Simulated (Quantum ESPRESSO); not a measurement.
## ZrLi2Al2Sc2Sn (one run as intended and one with a planted mistake)

Computed values, not a measurement. The program is pw.x of Quantum ESPRESSO 7.5 (plane-wave density functional theory). The cell is made up: eight metal atoms on a face-centred cubic lattice, with elements, volume, strain and displacements drawn at random and not relaxed, so it may be unstable or far from any real phase. PseudoDojo standard norm-conserving files set the functional (PBE unless stated); there is no spin polarisation or spin-orbit coupling, the Fermi-Dirac width of 0.25 eV means electrons at about 2900 K, and the masses in the input are unused placeholders. The tin pseudopotential is less sure than most, with forces differing by about three percent from a second method on plain tin. A spin test at this wide smearing found no moment, but such smearing suppresses magnetism that the real alloy may have.

Intended input:

```
&control calculation='scf', pseudo_dir='./dojo.nc.sr.pbe.v0_5.standard.upf', outdir='./o', disk_io='minimal', tprnfor=.true., tstress=.true. /
&system ibrav=0, nat=8, ntyp=5, nbnd=43, ecutwfc=77.98206166, nosym=.true., tot_charge=0,
 occupations='smearing', smearing='fd', degauss=0.0183746611
/
&electrons conv_thr=1.470e-08, electron_maxstep=70, mixing_beta=0.5 /
ATOMIC_SPECIES
Al 1.0 Al.upf
Li 1.0 Li.upf
Sc 1.0 Sc.upf
Sn 1.0 Sn.upf
Zr 1.0 Zr.upf
CELL_PARAMETERS angstrom
0.068 4.2852 4.3054
4.3299 0.0017 4.3717
4.2956 4.3171 0.036
ATOMIC_POSITIONS angstrom
Zr 0.0437 -0.0574 0.0813
Li 2.187 2.1971 0.0584
Al 2.1733 0.0284 2.1726
Sc 4.3534 2.176 2.2074
Al 0.0055 2.1851 2.1169
Sn 2.1342 4.3062 2.1769
Sc 2.1715 2.1481 4.3345
Li 4.3451 4.3284 4.3185
K_POINTS automatic
6 6 6 1 1 1
```

The log is shortened where brackets say so; the opening notice, blank lines, dates and the lines on written files are dropped, and the path of the files is cut. It prints rydbergs, bohrs and kilobars, and counts compression as positive stress. Its total energy is the free energy E - TS of the whole cell.

Log of the intended run:

```
     Program PWSCF v.7.5
     Parallel version (MPI & OpenMP), running on       4 processor cores
     Number of MPI processes:                 4
     Threads/MPI process:                     1
     [start-up lines left out]
     bravais-lattice index     =            0
     lattice parameter (alat)  =      11.4798  a.u.
     unit-cell volume          =    1072.7726 (a.u.)^3
     number of atoms/cell      =            8
     number of atomic types    =            5
     number of electrons       =        60.00
     number of Kohn-Sham states=           43
     kinetic-energy cutoff     =      77.9821  Ry
     charge density cutoff     =     311.9282  Ry
     scf convergence threshold =      1.5E-08
     mixing beta               =       0.5000
     number of iterations used =            8  plain     mixing
     Exchange-correlation= PBE
                           (   1   4   3   4   0   0   0)
     [axes and pseudopotential details left out]
   Cartesian axes
     site n.     atom                  positions (alat units)
         1        Zr     tau(   1) = (   0.0071936  -0.0094488   0.0133830  )
         2        Li     tau(   2) = (   0.3600078   0.3616704   0.0096134  )
         3        Al     tau(   3) = (   0.3577526   0.0046750   0.3576373  )
         4        Sc     tau(   4) = (   0.7166245   0.3581970   0.3633659  )
         5        Al     tau(   5) = (   0.0009054   0.3596950   0.3484684  )
         6        Sn     tau(   6) = (   0.3513162   0.7088548   0.3583452  )
         7        Sc     tau(   7) = (   0.3574563   0.3536043   0.7135133  )
         8        Li     tau(   8) = (   0.7152582   0.7125092   0.7108795  )
     number of k points=   108  Fermi-Dirac smearing, width (Ry)=  0.0184
     Number of k-points >= 100: set verbosity='high' to print them.
     Dense  grid:    99833 G-vectors     FFT dimensions: (  72,  72,  72)
     Estimated max dynamical RAM per process >     372.37 MB
     Estimated total dynamical RAM >       1.38 GB
     Initial potential from superposition of free atoms
     starting charge      59.9768, renormalised to      60.0000
     Starting wfcs are   51 randomized atomic wfcs
     total cpu time spent up to now is        6.7 secs
     per-process dynamical memory:   321.5 Mb
     Self-consistent Calculation
     iteration #  1     ecut=    77.98 Ry     beta= 0.50
     Davidson diagonalization with overlap
     ethr =  1.00E-02,  avg # of iterations =  3.3
     Threshold (ethr) on eigenvalues was too large:
     Diagonalizing with lowered threshold
     Davidson diagonalization with overlap
     ethr =  2.94E-04,  avg # of iterations =  6.3
     total cpu time spent up to now is       34.7 secs
     total energy              =    -490.64068895 Ry
     estimated scf accuracy    <       0.17184677 Ry
     iteration #  2     ecut=    77.98 Ry     beta= 0.50
     Davidson diagonalization with overlap
     ethr =  2.86E-04,  avg # of iterations =  3.7
     total cpu time spent up to now is       48.2 secs
     total energy              =    -490.64605318 Ry
     estimated scf accuracy    <       0.26674137 Ry
     [iterations 3 to 9 left out]
     iteration # 10     ecut=    77.98 Ry     beta= 0.50
     Davidson diagonalization with overlap
     ethr =  1.36E-09,  avg # of iterations =  5.9
     total cpu time spent up to now is      152.0 secs
     total energy              =    -490.69187987 Ry
     estimated scf accuracy    <       0.00000054 Ry
     iteration # 11     ecut=    77.98 Ry     beta= 0.50
     Davidson diagonalization with overlap
     ethr =  8.96E-10,  avg # of iterations =  2.0
     total cpu time spent up to now is      163.2 secs
     End of self-consistent calculation
     [lines on levels left out]
!    total energy              =    -490.69187993 Ry
     estimated scf accuracy    <          9.6E-09 Ry
     smearing contrib. (-TS)   =      -0.09178671 Ry
     internal energy E=F+TS    =    -490.60009321 Ry
     The total energy is F=E-TS. E is the sum of the following terms:
     one-electron contribution =    -222.44630728 Ry
     hartree contribution      =     128.73483596 Ry
     xc contribution           =    -107.71748440 Ry
     ewald contribution        =    -289.17113749 Ry
     convergence has been achieved in  11 iterations
     Forces acting on atoms (cartesian axes, Ry/au):
     atom    1 type  5   force =    -0.01360186    0.02655914   -0.01671172
     atom    2 type  2   force =    -0.00415011   -0.00473122   -0.00252611
     atom    3 type  1   force =     0.00494733   -0.00192509    0.00341098
     atom    4 type  3   force =    -0.00960476   -0.00651317    0.01723908
     atom    5 type  1   force =    -0.00043157   -0.00268934    0.00393693
     atom    6 type  4   force =     0.01086629   -0.00283420   -0.00113271
     atom    7 type  3   force =     0.01488891   -0.00972353   -0.00423415
     atom    8 type  2   force =    -0.00291424    0.00185740    0.00001771
     Total force =     0.046731     Total SCF correction =     0.000144
     Computing stress (Cartesian axis) and pressure
          total   stress  (Ry/bohr**3)                   (kbar)     P=       18.42
   0.00018189   0.00004844  -0.00015565           26.76        7.13      -22.90
   0.00004844   0.00014422  -0.00003371            7.13       21.22       -4.96
  -0.00015565  -0.00003371   0.00004954          -22.90       -4.96        7.29
     init_run     :      6.32s CPU      6.55s WALL (       1 calls)
     electrons    :    155.74s CPU    156.56s WALL (       1 calls)
     forces       :      1.79s CPU      1.82s WALL (       1 calls)
     stress       :      6.31s CPU      6.34s WALL (       1 calls)
     [timing details left out]
     PWSCF        :   2m50.26s CPU   2m51.44s WALL
     JOB DONE.
```

A second run has one planted mistake: the files are those of another functional. The input lines that differ:

```
- &control calculation='scf', pseudo_dir='./dojo.nc.sr.pbe.v0_5.standard.upf', outdir='./o', disk_io='minimal', tprnfor=.true., tstress=.true. /
+ &control calculation='scf', pseudo_dir='./dojo.nc.sr.lda.v0_4_1.standard.upf', outdir='./o', disk_io='minimal', tprnfor=.true., tstress=.true. /
```

Its log:

```
     Program PWSCF v.7.5
     Parallel version (MPI & OpenMP), running on       4 processor cores
     Number of MPI processes:                 4
     Threads/MPI process:                     1
     [start-up lines left out]
     bravais-lattice index     =            0
     lattice parameter (alat)  =      11.4798  a.u.
     unit-cell volume          =    1072.7726 (a.u.)^3
     number of atoms/cell      =            8
     number of atomic types    =            5
     number of electrons       =        60.00
     number of Kohn-Sham states=           43
     kinetic-energy cutoff     =      77.9821  Ry
     charge density cutoff     =     311.9282  Ry
     scf convergence threshold =      1.5E-08
     mixing beta               =       0.5000
     number of iterations used =            8  plain     mixing
     Exchange-correlation= SLA  PW   NOGX NOGC
                           (   1   4   0   0   0   0   0)
     [axes and pseudopotential details left out]
   Cartesian axes
     site n.     atom                  positions (alat units)
         1        Zr     tau(   1) = (   0.0071936  -0.0094488   0.0133830  )
         2        Li     tau(   2) = (   0.3600078   0.3616704   0.0096134  )
         3        Al     tau(   3) = (   0.3577526   0.0046750   0.3576373  )
         4        Sc     tau(   4) = (   0.7166245   0.3581970   0.3633659  )
         5        Al     tau(   5) = (   0.0009054   0.3596950   0.3484684  )
         6        Sn     tau(   6) = (   0.3513162   0.7088548   0.3583452  )
         7        Sc     tau(   7) = (   0.3574563   0.3536043   0.7135133  )
         8        Li     tau(   8) = (   0.7152582   0.7125092   0.7108795  )
     number of k points=   108  Fermi-Dirac smearing, width (Ry)=  0.0184
     Number of k-points >= 100: set verbosity='high' to print them.
     Dense  grid:    99833 G-vectors     FFT dimensions: (  72,  72,  72)
     Estimated max dynamical RAM per process >     372.37 MB
     Estimated total dynamical RAM >       1.38 GB
     Initial potential from superposition of free atoms
     starting charge      59.9786, renormalised to      60.0000
     Starting wfcs are   51 randomized atomic wfcs
     total cpu time spent up to now is        9.5 secs
     per-process dynamical memory:   316.5 Mb
     Self-consistent Calculation
     iteration #  1     ecut=    77.98 Ry     beta= 0.50
     Davidson diagonalization with overlap
     ethr =  1.00E-02,  avg # of iterations =  3.2
     Threshold (ethr) on eigenvalues was too large:
     Diagonalizing with lowered threshold
     Davidson diagonalization with overlap
     ethr =  2.78E-04,  avg # of iterations =  6.6
     total cpu time spent up to now is       55.6 secs
     total energy              =    -490.03673121 Ry
     estimated scf accuracy    <       0.16261681 Ry
     iteration #  2     ecut=    77.98 Ry     beta= 0.50
     Davidson diagonalization with overlap
     ethr =  2.71E-04,  avg # of iterations =  3.3
     total cpu time spent up to now is       79.7 secs
     total energy              =    -490.04277102 Ry
     estimated scf accuracy    <       0.24056682 Ry
     [iterations 3 to 9 left out]
     iteration # 10     ecut=    77.98 Ry     beta= 0.50
     Davidson diagonalization with overlap
     ethr =  1.11E-09,  avg # of iterations =  5.9
     total cpu time spent up to now is      237.8 secs
     total energy              =    -490.08471787 Ry
     estimated scf accuracy    <       0.00000035 Ry
     iteration # 11     ecut=    77.98 Ry     beta= 0.50
     Davidson diagonalization with overlap
     ethr =  5.86E-10,  avg # of iterations =  2.0
     total cpu time spent up to now is      255.7 secs
     End of self-consistent calculation
     [lines on levels left out]
!    total energy              =    -490.08471791 Ry
     estimated scf accuracy    <          5.4E-09 Ry
     smearing contrib. (-TS)   =      -0.09329258 Ry
     internal energy E=F+TS    =    -489.99142533 Ry
     The total energy is F=E-TS. E is the sum of the following terms:
     one-electron contribution =    -223.22326555 Ry
     hartree contribution      =     128.71632412 Ry
     xc contribution           =    -106.31334641 Ry
     ewald contribution        =    -289.17113749 Ry
     convergence has been achieved in  11 iterations
     Forces acting on atoms (cartesian axes, Ry/au):
     atom    1 type  5   force =    -0.01156802    0.02365660   -0.01479688
     atom    2 type  2   force =    -0.00380837   -0.00428690   -0.00210884
     atom    3 type  1   force =     0.00392214   -0.00206101    0.00271119
     atom    4 type  3   force =    -0.00849506   -0.00574752    0.01463494
     atom    5 type  1   force =    -0.00028563   -0.00242983    0.00378653
     atom    6 type  4   force =     0.00990118   -0.00270780   -0.00087926
     atom    7 type  3   force =     0.01313511   -0.00820856   -0.00331311
     atom    8 type  2   force =    -0.00280136    0.00178503   -0.00003457
     Total force =     0.041042     Total SCF correction =     0.000122
     Computing stress (Cartesian axis) and pressure
          total   stress  (Ry/bohr**3)                   (kbar)     P=      -25.26
  -0.00011598   0.00007506  -0.00012422          -17.06       11.04      -18.27
   0.00007506  -0.00015219  -0.00001171           11.04      -22.39       -1.72
  -0.00012422  -0.00001171  -0.00024692          -18.27       -1.72      -36.32
     init_run     :      8.55s CPU      8.90s WALL (       1 calls)
     electrons    :    244.76s CPU    246.24s WALL (       1 calls)
     forces       :      2.09s CPU      2.11s WALL (       1 calls)
     stress       :      7.30s CPU      7.31s WALL (       1 calls)
     [timing details left out]
     PWSCF        :   4m23.27s CPU   4m25.20s WALL
     JOB DONE.
```

|  | intended run | run with the mistake |
| --- | --- | --- |
| free energy (eV) | -6676.203 | -6667.942 |
| entropy term -TS, part of it (eV) | -1.249 | -1.269 |
| pressure (GPa) | 1.84 | -2.53 |
| size of the largest force component (eV/Å) | 0.683 | 0.608 |
| largest change of a force component (eV/Å) |  | 0.075 |
| iterations | 11 | 11 |

For scale, a rerun of the intended cell at a higher cutoff and on a denser mesh moved values by no more than 0.003 eV in energy, 0.02 GPa in stress and 0.003 eV/Å in force, and a second program with other atomic files agreed on that cell to 2 % rms in force and 0.5 GPa in pressure. Files of another functional or element have another zero of energy, so the energy change says nothing on stability.